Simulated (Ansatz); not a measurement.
Space group P4/mmm (No. 123). a = 5.502 Å, b = 5.502 Å, c = 5.091 Å, α = 90.00°, β = 90.00°, γ = 90.00°
| atom | site | symmetry | x | y | z |
| --- | --- | --- | --- | --- | --- |
| Zr | 2f | mmm. | 0.0000 | 0.5000 | 0.0000 |
| Zr | 1a | 4/mmm | 0.0000 | 0.0000 | 0.0000 |
| Cd | 1d | 4/mmm | 0.5000 | 0.5000 | 0.5000 |
| Cd | 1c | 4/mmm | 0.5000 | 0.5000 | 0.0000 |

Equation of state of this Zr3Cd2 structure (not necessarily the ground state), with shape and atoms relaxed at each volume where symmetry leaves them free. It has no gap at any of these volumes. Computed with Ansatz 0.2.0, DFT PBEsol, scalar-relativistic, plane waves, PAW.

Plane waves to 420 eV, a k mesh through Γ of 8×8×8 on the computed 5-atom cell and Gaussian smearing (0.10 eV); no spin polarisation.

```tsv
V (Å³/atom)	E − E(largest V) (meV/atom)	P (GPa)
28.969	3.53	3.34
29.894	-10.27	1.53
30.818	-14.49	0.00
31.743	-10.63	-1.27
32.668	0.00	-2.34
```

Problem. Fit a third-order Birch–Murnaghan equation to E(V).

Solution. V0 = 30.81 Å³/atom, B0 = 47 GPa, B0' = 4.8.